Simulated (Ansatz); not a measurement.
Re, DFT, PBEsol, PAW with Ansatz's default frozen-core files, scalar-relativistic (Ansatz 0.2.0), run on 1 thread of Arm Neoverse V2 on a shared host.

The cell is the one relaxed in the Materials Project (mp-975065), not relaxed further here; entries there can be hypothetical. The listed cell was then made from it by scaling, straining or moving an atom.

Command: `ansatz run input.yaml --threads 1 --pin off --max-ram 6144MiB --backend cpu --events-out ev --progress --plain --runs-dir out`

```yaml
crystal:
  lattice:
    - [1.271458905, 0.677770436, 6.6658641151]
    - [-1.4963873998, 0.7192881305, 6.7073818097]
    - [-0.0765088692, -1.6984959305, 6.7225783406]
  atoms:
    - { symbol: Re, position: [0.0, 0.0, 0.0] }
    - { symbol: Re, position: [0.22217388, 0.22217388, 0.22217388] }
    - { symbol: Re, position: [0.77782612, 0.77782612, 0.77782612] }
kpoints:
  mp_grid: { grid: [15, 15, 15] }
scf:
  occupations: { method: fermi_dirac, width: 0.05 }
hamiltonian:
  xc: pbesol
  pseudopotentials: { kind: paw }
output:
  forces: true
  stress: true
  eigenvalues: true
  efg: { contact_densities: true }
```

Question: How large is the problem that the program sets up?

Answer: 1688 irreducible k-points, 873 plane waves at Γ, 27 bands.

Question: Estimate the wall time and the peak memory.

Answer: 67 s of wall time for 6 SCF iterations, with a peak of 1.5 GiB. Times on shared machines scatter by tens of per cent.
